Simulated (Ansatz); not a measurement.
Relaxation path: TiPd

DFT, PBEsol, PAW with Ansatz's default frozen-core files, scalar-relativistic (Ansatz 0.2.0); a Γ-centred 8×13×8 k mesh, Fermi–Dirac smearing of 0.05 eV, no spin polarisation. The run relaxes cell and atoms at a target pressure of 0 GPa.

Command: `ansatz run input.yaml --threads 1 --pin off --max-ram 3072MiB --backend cpu --events-out ev --progress --plain --runs-dir out` It took 90 s on 1 thread of Intel(R) Xeon(R) Platinum 8488C (Sapphire Rapids) (shared host), peak memory 0.62 GiB.

```yaml
crystal:
  lattice:
    - [4.57045186, 0.0, 0.0]
    - [0.0, 2.77508999, 0.0]
    - [0.0, 0.0, 4.8757813]
  atoms:
    - { symbol: Ti, position: [0.25, 0.0, 0.70247786] }
    - { symbol: Ti, position: [0.75, 0.0, 0.29752214] }
    - { symbol: Pd, position: [0.25, 0.5, 0.18660448] }
    - { symbol: Pd, position: [0.75, 0.5, 0.81339552] }
kpoints:
  mp_grid: { grid: [8, 13, 8] }
scf:
  occupations: { method: fermi_dirac, width: 0.05 }
hamiltonian:
  xc: pbesol
  pseudopotentials: { kind: paw }
output:
  forces: true
  stress: true
  write_density: true
  write_potential: true
  elf: true
  volumetric_format: npy
relax:
  f_tol: 0.005
  max_steps: 50
  cell: {}
```

Each step lists its free energy a cell above the last geometry, the pressure, the cell vectors (Å), and Cartesian positions (Å) with forces (eV/Å).

The first step:

```
step 1  dF = 18.66 meV  P = -3.90 GPa
  cell 4.5705 0.0000 0.0000  0.0000 2.7751 0.0000  0.0000 0.0000 4.8758
  Ti 1.1426 0.0000 3.4251   0.0000 0.0000 0.0123
  Ti 3.4278 0.0000 1.4507   0.0000 0.0000 -0.0123
  Pd 1.1426 1.3875 0.9098   0.0000 0.0000 -0.0006
  Pd 3.4278 1.3875 3.9659   0.0000 0.0000 0.0006
```

The PAW files were made under PBE.

Problem. Where does the relaxation end, and by which steps?

Solution. After 5 geometries, with conventional a, b, c = 4.526, 2.759, 4.835 Å, at 15.097 Å³/atom (-2.35 % against the start) in space group Pmma, with a shortest distance of 2.705 Å. The further steps:
```
step 2  dF = 21.64 meV  P = 4.46 GPa  (not accepted)
  cell 4.4910 0.0000 0.0000  0.0000 2.7462 0.0000  0.0000 0.0000 4.7753
  Ti 1.1228 0.0000 3.3367   0.0000 0.0000 0.0486
  Ti 3.3683 0.0000 1.4386   0.0000 0.0000 -0.0486
  Pd 1.1228 1.3731 0.8906   0.0000 0.0000 -0.0013
  Pd 3.3683 1.3731 3.8847   0.0000 0.0000 0.0013
step 3  dF = 0.10 meV  P = -0.20 GPa
  cell 4.5327 0.0000 0.0000  0.0000 2.7594 0.0000  0.0000 0.0000 4.8334
  Ti 1.1332 0.0000 3.3898   0.0000 0.0000 0.0025
  Ti 3.3995 0.0000 1.4436   0.0000 0.0000 -0.0025
  Pd 1.1332 1.3797 0.9028   0.0000 0.0000 -0.0036
  Pd 3.3995 1.3797 3.9306   0.0000 0.0000 0.0036
step 4  dF = 0.02 meV  P = 0.01 GPa
  cell 4.5289 0.0000 0.0000  0.0000 2.7589 0.0000  0.0000 0.0000 4.8326
  Ti 1.1322 0.0000 3.3887   0.0000 0.0000 0.0021
  Ti 3.3966 0.0000 1.4438   0.0000 0.0000 -0.0021
  Pd 1.1322 1.3795 0.9020   0.0000 0.0000 0.0001
  Pd 3.3966 1.3795 3.9306   0.0000 0.0000 -0.0001
step 5  dF = 0.00 meV  P = 0.00 GPa
  cell 4.5263 0.0000 0.0000  0.0000 2.7591 0.0000  0.0000 0.0000 4.8352
  Ti 1.1316 0.0000 3.3910   0.0000 0.0000 -0.0013
  Ti 3.3948 0.0000 1.4442   0.0000 0.0000 0.0013
  Pd 1.1316 1.3796 0.9024   0.0000 0.0000 -0.0004
  Pd 3.3948 1.3796 3.9328   0.0000 0.0000 0.0004
step 6  dF = 0.34 meV  P = 0.01 GPa  (same geometry on a basis chosen anew; earlier energies don't compare to the last digit)
  cell 4.5263 0.0000 0.0000  0.0000 2.7591 0.0000  0.0000 0.0000 4.8352
  Ti 1.1316 0.0000 3.3910   0.0000 0.0000 -0.0014
  Ti 3.3948 0.0000 1.4442   0.0000 0.0000 0.0014
  Pd 1.1316 1.3796 0.9024   0.0000 0.0000 -0.0004
  Pd 3.3948 1.3796 3.9328   0.0000 0.0000 0.0004
```
